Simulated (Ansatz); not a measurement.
A geometry of SnO away from equilibrium: the start of the relaxation of a generated cell, SnO placed in the alpha-GeTe structure type. Calculation: r2SCAN (plane waves to 500 eV, PAW, scalar-relativistic; Ansatz, a program for electronic structure). Γ-centred k-mesh 8×8×8 on the run's cell (coarser than for final values), Fermi–Dirac smearing 0.05 eV.

```xyz
2
Lattice="1.6595 0.9581 2.8402 -1.6595 0.9581 2.8402 0.0000 -1.9162 2.8402" Properties=species:S:1:pos:R:3:forces:R:3 pbc="T T T" free_energy=-6605.769 pressure_GPa=30.3
Sn     0.0000     0.0000     2.0245    0.0000    0.0000   -0.1184
O      0.0000     0.0000     6.4961    0.0000    0.0000    0.1183
```

Positions in Å, forces in eV/Å, free energy of the cell in eV (comparable only within this code, potentials and settings). Largest force: 0.12 eV/Å, on Sn1, O2 (atoms numbered as listed); the geometry lies 0.45 eV/atom above the end of its relaxation.

No spin polarisation in the result. No dispersion correction is included, so spacings between layers, chains or molecules are soft and tend to come out too large.

The run could not lose the symmetry of its start: the end is stationary, and may be a saddle point rather than a minimum.

The end of the path is a generated cell of SnO: the first start was made by placing the elements on the sites of a structure type, and the end was not matched to a known phase here, so it may be hypothetical. Known forms of SnO include space group No. 129.
